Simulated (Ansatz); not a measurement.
According to r²SCAN in the plane-wave PAW code Ansatz, GeMo$_{2}$C in the hexagonal phase (P6_3/mmc; Ge on 2d, Mo on 4f, C on 2a) relaxes to a = 3.142 Å, c = 12.429 Å. C has 6 nearest neighbours from 2.13 Å (octahedral). Against the elements it lies at -0.060 eV/atom, with no fitted shifts.

Electronic character: metallic (no gap). Gap from r²SCAN with spin–orbit coupling: none (metallic).

An equation-of-state fit gives a bulk modulus of 223 GPa. The relaxed-ion elastic constants in GPa are C11 = 306, C12 = 160, C13 = 193, C33 = 327, C44 = 114. The elastic constants imply a Debye temperature near 438 K. Bader charges are Ge -0.49, Mo +0.99, C -1.49 e.

The start of the workflow was typed in or built on a structure type; neither database checked (COD, Materials Project) lists it. Its standing as an ambient phase is unchecked. Symmetry was held in the r²SCAN relaxation; its stability against distortions is not shown here. No spin polarisation was allowed. As this level gives no gap, shear constants depend on the k-mesh and smearing (Fermi–Dirac, 0.1 eV here). The references are the lowest solids computed at this level, not always the standard phases. Scalar-relativistic: spin–orbit coupling is off unless named, which matters more the heavier the elements.

Potentials: the earlier of the program's two PAW sets.
